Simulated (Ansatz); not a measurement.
**Question.** Si in space group Fd-3m (No. 227; Si on 32e) is relaxed with PBEsol (plane waves, PAW; program Ansatz). What lattice parameters of the conventional cell result?

**Answer.** a = 11.816 Å.

**Question.** Give the free coordinates with the occupied sites.

**Answer.** In one choice of origin and axes:

```csv
atom,site,symmetry,x,y,z
Si,32e,.3m,0.0703,0.0703,0.0703
```

**Question.** Is it a metal or does it have a gap at this level?

**Answer.** No gap at this level.

The start of the workflow was typed in or built on a structure type. Its sites differ from those of the usual phase in this space group: another stacking or structure type. The PBEsol relaxation kept the symmetry of its start. At this level the phase is mechanically unstable. The volume moved by 42 % from the start of the relaxation.

Potentials: the later of the program's two PAW sets.
